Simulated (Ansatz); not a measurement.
Starting cell, PbSe (rock salt):

```yaml
crystal:
  lattice:
    - [0.00000, 3.08901, 3.08901]
    - [3.08901, 0.00000, 3.08901]
    - [3.08901, 3.08901, 0.00000]
  atoms:
    - { symbol: Se, position: [0.00000, 0.00000, 0.00000] }
    - { symbol: Pb, position: [0.50000, 0.50000, 0.50000] }
```

Scan: atom 2 (Pb, nearest neighbour Se at 3.089 Å; its periodic images, 4.4 Å or more away, move with it) is displaced towards the nearest neighbour, direction (0.000, 0.000, 1.000) in Cartesian axes, by s. The other atoms stay.

Computed with r2SCAN (plane waves to 500 eV, PAW, scalar-relativistic; Ansatz, a program for electronic structure). k mesh 8×8×8 (Γ-centred), Fermi-Dirac smearing 0.05 eV. E stands for the smeared free energy. PbSe was relaxed with its symmetry unable to fall. Spin-orbit coupling is left out, though Pb is heavy. ΔE is measured from the undisplaced structure.

Task: What ΔE (meV/cell) does the calculation give at s (Å) = -0.310, -0.186, -0.062, 0.062, 0.248?

Result: 
```tsv
s (Å)	ΔE (meV/cell)
-0.310	37.5
-0.186	6.6
-0.062	0.3
0.062	0.3
0.248	17.2
```

(For displaced atoms, the force is minus the slope of the energy, and its curvature is a force constant, which sets phonon frequencies.)
